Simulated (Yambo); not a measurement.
Yambo run on RbHgF3 (cubic perovskite, space group Pm-3m, No. 221). The wavefunctions come from this Quantum ESPRESSO step (PBEsol, PseudoDojo standard norm-conserving files, scalar-relativistic):

```
&CONTROL
  calculation = 'nscf'
  pseudo_dir = './pseudo'
  outdir = './out'
/
&SYSTEM
  ibrav = 0
  nat = 5
  ntyp = 3
  ecutwfc = 84.0
  ecutrho = 336.0
  occupations = 'fixed'
  force_symmorphic = .true.
  nbnd = 144
/
&ELECTRONS
  conv_thr = 5e-09
  diago_full_acc = .true.
  diago_thr_init = 1e-08
/
ATOMIC_SPECIES
F 18.9984 F.upf
Rb 85.4678 Rb.upf
Hg 200.5920 Hg.upf
CELL_PARAMETERS angstrom
  4.549220000000   0.000000000000   0.000000000000
  0.000000000000   4.549220000000   0.000000000000
  0.000000000000   0.000000000000   4.549220000000
ATOMIC_POSITIONS crystal
F   0.500000000000   0.000000000000   0.500000000000
F   0.000000000000   0.500000000000   0.500000000000
F   0.500000000000   0.500000000000   0.000000000000
Rb   0.000000000000   0.000000000000   0.000000000000
Hg   0.500000000000   0.500000000000   0.500000000000
K_POINTS automatic
4 4 4 0 0 0
```

Yambo input:

```
rim_cut
gw0
dyson
el_el_corr
HF_and_locXC
ppa
em1d
RandQpts= 1000000
RandGvec= 1 Ry
EXXRLvcs= 84 Ry
VXCRLvcs= 336 Ry
Chimod= "HARTREE"
% BndsRnXp
 5 | 143 |
%
NGsBlkXp= 7 Ry
% LongDrXp
 1.0 | 1.0 | 1.0 |
%
PPAPntXp= 27.2114 eV
% GbndRnge
 1 | 143 |
%
GTermKind= "BG"
DysSolver= "n"
ExtendOut
% QPkrange
 1 | 1 | 25 | 26 |
 3 | 3 | 25 | 26 |
 6 | 6 | 25 | 26 |
 10 | 10 | 25 | 26 |
%
```

k points by index: 1 = Γ, 3 = X, 6 = M, 10 = R.

Table of the .qp output:

```
#    K-point    Band    Eo [eV]    E [eV]    E-Eo [eV]    Vxc [eV]    Vnlxc [eV]    Sc|Eo [eV]    Sc|E [eV]    dSc/dw|Eo [eV]    Re(Z)    Im(Z)
#
    1    25    -2.405952    -3.923686    -1.517735    -21.70748    -29.47420    5.788733    6.248994    -8.249697    0.767348    -0.002881
    1    26    0.456919    1.262727    0.805808    -13.16700    -9.067087    -3.150469    -3.294102    -4.849966    0.848728    -0.930327E-3
    3    25    -2.017925    -3.589946    -1.572021    -22.43964    -30.14633    5.680897    6.134669    -7.853635    0.776023    -0.001635
    3    26    3.105193    4.183040    1.077847    -18.31213    -14.49799    -2.498283    -2.736292    -6.007526    0.819144    -0.002845
    6    25    -0.380621E-3    -1.036991    -1.036610    -24.84460    -30.43791    4.297665    4.556704    -6.799052    0.800087    -0.001248
    6    26    4.293170    5.622811    1.329641    -18.48653    -13.83840    -3.007067    -3.318495    -6.372064    0.810251    -0.002994
    10    25    0.000000    -1.044708    -1.044708    -24.84565    -30.46454    4.313112    4.574185    -6.799328    0.800081    -0.001244
    10    26    5.569412    7.122304    1.552892    -19.34824    -13.72657    -3.643479    -4.068776    -7.447936    0.785060    -0.006294
```
(The two width columns are left out.) Convergence of these settings isn't established.

Spin-orbit coupling is not included.

Geometry of the Materials Project entry, not relaxed at this level.
